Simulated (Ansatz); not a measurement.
The end of the path is a generated cell of AlAu: the first start was made by a random draw of sites in a space group, and the end was not matched to a known phase here, so it may be hypothetical.

A geometry of AlAu away from equilibrium: the start of the relaxation of a randomly generated symmetric cell of AlAu (space group No. 107). These are PBE (plane waves to 420 eV, PAW, scalar-relativistic; Ansatz, a quantum-chemistry and plane-wave program) values and carry that method's errors. Γ-centred k-mesh 11×11×11 on the run's cell (coarser than for final values), Fermi–Dirac smearing 0.05 eV.

```xyz
6
Lattice="-2.1533 2.1533 5.9952 2.1533 -2.1533 5.9952 2.1533 2.1533 -5.9952" Properties=species:S:1:pos:R:3:forces:R:3 pbc="T T T" free_energy=-41054.826 pressure_GPa=37.9
Al     2.1533     0.0000     5.6415    0.0000    0.0000    1.3932
Al     0.0000     2.1533     5.6415    0.0000    0.0000    1.3932
Al     0.0000     0.0000     1.8629    0.0000    0.0000    0.6693
Au     0.0000     0.0000    10.5120    0.0000    0.0000    6.0255
Au     0.0000     0.0000     5.5680    0.0000    0.0000   -1.1790
Au     0.0000     0.0000     8.2885    0.0000    0.0000   -8.3022
```

Positions in Å, forces in eV/Å, free energy of the cell in eV (comparable only within this code, potentials and settings). Largest force: 8.30 eV/Å, on Au6 (atoms numbered as listed); the geometry lies 1.16 eV/atom above the end of its relaxation.

No spin polarisation in the result.

The run could not lower the symmetry of its start; a shaken copy of this end point relaxes with PBE to P1 (No. 1), 0.12 eV/atom lower.
